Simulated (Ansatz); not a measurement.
Au:
```xyz
1
Lattice="0.0000 2.0232 2.0232 2.0232 0.0000 2.0232 2.0232 2.0232 0.0000" Properties=species:S:1:pos:R:3 pbc="T T T"
Au     0.0000     0.0000     0.0000
```

Relaxed with LDA (plane waves, PAW; program Ansatz). Indices refer to the conventional cell of Fm-3m, a = b = c = 4.0463 Å, α = β = γ = 90.00°.

**Question.** Simulate the powder diffraction pattern (Co Kα, λ = 1.79026 Å; lines above 1 %) up to 2θ = 90°.

**Answer.** Simulated powder pattern, Co Kα, λ = 1.79026 Å (kinematic, ideal powder, no thermal factors, no anomalous dispersion; the 30 strongest lines at most, above 1 %, up to 2θ = 90°):

| 2θ (°) | d (Å) | I/Imax (%) | hkl |
|---|---|---|---|
| 45.06 | 2.336 | 100 | (111) |
| 52.52 | 2.023 | 49 | (200) |
| 77.47 | 1.431 | 33 | (220) |

The cell was relaxed with LDA under the symmetry of its start; phonons on a q-mesh show no instability. Scalar-relativistic: spin–orbit coupling is off unless named, which matters more the heavier the elements.

Potentials: the earlier of the program's two PAW sets.
